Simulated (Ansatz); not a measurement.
Input and command of a plane-wave DFT calculation in Ansatz:

```yaml
crystal:
  lattice:
    - [-2.5495, 2.5495, 2.12]
    - [2.5495, -2.5495, 2.12]
    - [2.5495, 2.5495, -2.12]
  atoms:
    - { symbol: Fe, position: [0.167, 0.667, 0.834], spin: 1.81 }
    - { symbol: Fe, position: [0.333, 0.167, 0.5], spin: 1.81 }
    - { symbol: Fe, position: [0.833, 0.333, 0.166], spin: 1.81 }
    - { symbol: Fe, position: [0.667, 0.833, 0.5], spin: 1.81 }
    - { symbol: B, position: [0.75, 0.75, 0.0] }
    - { symbol: B, position: [0.25, 0.25, 0.0] }
basis:
  ecutwfc: 420
kpoints:
  mp_grid: { grid: [12, 12, 12] }
hamiltonian:
  xc: pbesol
scf:
  occupations: { method: gaussian, width: 0.1 }
output:
  forces: true
  stress: true
  eigenvalues: true
  populations: true
magnetization:
  spin_polarized: true
relax:
  adjacent_minimum: "off"
  f_tol: 0.01
  max_steps: 40
```

```bash
ansatz run input.yaml --threads 2 --pin off --max-ram 5120MiB --backend cpu --events-out ev --progress --plain --runs-dir out
```

Processor: Arm Neoverse V1, 2 threads, on a host shared with other jobs.

Task: Estimate time, memory and problem size.

Result: About 70 s on 2 threads of Arm Neoverse V1, with other jobs on the host, peak memory 0.83 GiB. It solves 47 bands at 163 k points (the mesh reduced by symmetry) with about 1039 plane waves, in 15 SCF iterations over 2 ionic steps.
